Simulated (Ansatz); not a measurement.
## How much do the gradients of SiO2 depend on the method?

Cell: a structure deposited in the COD whose atoms were relaxed with PBE, the cell held.

Space group P4_12_12 (No. 92); a = 4.9790, c = 6.9500 Å.

```csv
site,Wyckoff,site symmetry,x,y,z
Si,4a,..2,0.3044,0.3044,0.0000
O,8b,1,0.2371,0.1148,0.1843
```

One atom of each set is listed.

First run. Computed with Ansatz: DFT, PBE, plane waves and PAW, scalar-relativistic, 420 eV cutoff, Γ-centred 5×5×4 k-points, Fermi–Dirac smearing 0.02 eV.

| site | V_zz (10²¹ V/m²) | η |
| --- | --- | --- |
| Si | -0.39 | 0.78 |
| O | 9.48 | 0.19 |

Second run. The same atoms and settings, except that the gradients are read without the response of the frozen cores to their surroundings (frozen_core: stored), which the first run includes.

Problem. What does the second run give?

Solution. 

```csv
site,V_zz,η,change of V_zz
Si,-0.35,0.79,+0.04
O,9.78,0.19,+0.30
```

The largest change of V_zz is on O, from 9.48 to 9.78. In per cent, |V_zz| changes by +3 on O (all sites that start above 0.5).
